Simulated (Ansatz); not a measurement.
VBiO4 (scheelite type, space group I4_1/a), energy against volume

VBiO₄ (scheelite type, space group I4_1/a)

```
CELL_PARAMETERS angstrom
     -2.56052     2.56052     5.81154
      2.56052    -2.56052     5.81154
      2.56052     2.56052    -5.81154
ATOMIC_POSITIONS crystal
  Bi 0.75000 0.25000 0.50000
  Bi 0.00000 0.00000 0.00000
  V  0.25000 0.75000 0.50000
  V  0.50000 0.50000 0.00000
  O  0.07985 0.96774 0.39015
  O  0.57759 0.68969 0.60985
  O  0.71774 0.82759 0.38789
  O  0.43969 0.32985 0.61211
  O  0.67015 0.28226 0.10985
  O  0.17241 0.56031 0.89015
  O  0.03226 0.42241 0.11211
  O  0.31031 0.92015 0.88789
```

This relaxed cell (volume V₀) is scaled evenly in all directions, its shape held. The atoms relax within the cell's symmetry.

Level of theory: r2SCAN (plane waves to 500 eV, PAW, scalar-relativistic; Ansatz, a program for electronic structure). k mesh 7×7×7 (Γ-centred), Fermi-Dirac smearing 0.05 eV. Energies are smeared free energies. Compression counts positive. With the shape held, the modulus is that of even scaling; a crystal free to change shape is softer. Spin-orbit coupling is left out, though Bi is heavy. The PAW data are Ansatz's earlier set. This is one of several known forms of VBiO4; the measured ambient cells at hand have space group No. 15 or 60. VBiO4 is run without spin polarisation. VBiO4 was relaxed with its symmetry unable to fall. ΔE is measured from the relaxed starting cell.

| V (Å³/atom) | ΔE (kJ/mol of atoms) | P (GPa) |
|---|---|---|
| 11.431 | 6.55 | 18.8 |
| 11.642 | 4.40 | 14.9 |
| 11.854 | 2.73 | 11.4 |
| 12.066 | 1.49 | 8.1 |
| 12.277 | 0.64 | 5.2 |
| 12.489 | 0.16 | 2.5 |
| 12.701 | 0.00 | 0.0 |
| 12.912 | 0.15 | -2.2 |
| 13.124 | 0.56 | -4.3 |
| 13.336 | 1.23 | -6.1 |
| 13.547 | 2.13 | -7.8 |
| 13.759 | 3.23 | -9.4 |
| 13.971 | 4.52 | -10.8 |

Read from the data:

The pressure at the smallest volume comes out as 18.8 GPa. The energy cost of the largest compression comes out as 67.9 meV/atom and the energy cost of the largest expansion comes out as 46.8 meV/atom. The bulk modulus at fixed cell shape B₀ (third-order Birch-Murnaghan fit) is 141 GPa and the pressure derivative B₀′ (fit) is 4.5. The equilibrium volume of the fit is 12.70 Å³/atom. The pressure for 5 % compression (fit) is 8.1 GPa.

The 13 points together took about 60 core-minutes (a rough figure).

(A scan under strain: stresses follow from slopes of the energy per volume, elastic moduli from its curvatures.)
